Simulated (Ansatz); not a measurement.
As2Pt (Pa-3), relaxed and computed with several functionals in Ansatz (plane waves, PAW).

```
functional  a (Å)  gap (eV)  B₀ by P(V) fit (GPa)
----------  -----  --------  --------------------
HSE06       5.980      0.69                   160
PBEsol      5.980      0.21                   155
LDA             …         …                     …
```

### Question
Some entries are withheld; supply them.

### Answer

- LDA, a (Å): 5.943
- LDA, gap (eV): 0.25
- LDA, B₀ by P(V) fit (GPa): 164

All cells were relaxed under the symmetry of their starts (and spin orders); stability against distortions was not tested throughout. Rows with no word on spin ran without spin polarisation. Scalar-relativistic: spin–orbit coupling is off unless named, which matters more the heavier the elements.

Potentials: the later of the program's two PAW sets.

Ansatz (a quantum-chemistry and plane-wave program) is a plane-wave DFT program.
